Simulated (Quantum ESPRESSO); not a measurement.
Simulation results for AlIn2GaP4 (made-up cell)

Calculation on a made-up crystal cell, not a measurement: periodic Kohn-Sham density functional theory in plane waves with PseudoDojo standard norm-conserving scalar-relativistic pseudopotentials, each functional with its own files (v0.5 for PBE, v0.4.1 for LDA and PBEsol), no spin polarisation, no spin-orbit coupling, atoms not relaxed, stress positive in tension, energies less a fixed whole-eV offset for each atom's element; levels are Kohn-Sham levels at fractions of this cell's reciprocal vectors, counted from the reference band (half the neutral cell's valence electrons, rounded up) at Gamma; error bars cover cutoff and k-mesh only, not smearing or the files; added strain carries the atoms with the cell, and shear is the tensor component; each bar is the largest change over components, and at least 0.002 eV, 0.002 eV per angstrom or 0.02 GPa; energies are for the whole cell, and the offsets were chosen from early runs and are not element reference energies. Program: Quantum ESPRESSO 7.5.

## AlIn2GaP4 (made-up cell)

```
cell vectors (Å)
   5.7590     0.0000     0.0000
   0.0000     5.7590     0.0000
   0.0000     0.0000     5.7590
atoms (fractions of the cell vectors)
Al -0.00571 -0.00399 -0.00519
In  0.02216  0.49359  0.52209
In  0.49986  0.02514  0.48824
Ga  0.51030  0.50901 -0.00182
P   0.23473  0.23995  0.25126
P   0.25046  0.76531  0.75900
P   0.77342  0.23192  0.76163
P   0.74001  0.77046  0.25508
```

- lattice type: zincblende/diamond
- functional: pbe
- cutoff: 1088 eV
- fermi dirac smearing: 0.025 eV
- scf tolerance: 1e-07 eV
- electrons removed: 0
- k mesh: 4 x 4 x 4, shifted by half a step
- stress xx: —
- pressure: —
- stress xz: —
- stress zz: —

Atoms:
```csv
atoms element,atom site,atom energy offset (eV)
Al,1,-64
In,2,-1808
In,3,-1808
Ga,4,-2080
P,5,-189
P,6,-189
P,7,-189
P,8,-189
```

Question: What stress xx does the calculation give for AlIn2GaP4 (made-up cell)?
Answer: -0.6405 GPa

Question: What pressure does the calculation give for AlIn2GaP4 (made-up cell)?
Answer: 0.6491 GPa

Question: What stress xz does the calculation give for AlIn2GaP4 (made-up cell)?
Answer: -0.517 GPa

Question: AlIn2GaP4 (made-up cell): stress zz?
Answer: -0.7958 GPa

Question: Give the table of forces values for AlIn2GaP4 (made-up cell).
Answer: 
Forces:
```csv
site,x (eV/Å),y (eV/Å),z (eV/Å)
1,0.3166,-0.5666,1.028
2,-0.9174,0.7094,-0.6745
3,0.04866,-0.4595,1.096
4,-0.168,-0.1427,0.3194
5,0.0322,0.8791,-2.097
6,0.7005,-0.03884,0.9188
7,-1.193,1.087,0.562
8,1.181,-1.467,-1.153
```

Further results for AlIn2GaP4 (made-up cell):

* free energy less offsets: -0.3644 eV
* smearing term minus ts: 0 eV
* scf iterations: 10
* stress yy: -0.5111 GPa
* stress yz: -0.4903 GPa
* stress xy: 1.22 GPa
* error bar energy: 0.006599 eV
* error bar stress: 0.02 GPa
* error bar force: 0.002 eV/Å
* error bars from: tighter rerun of a related cell
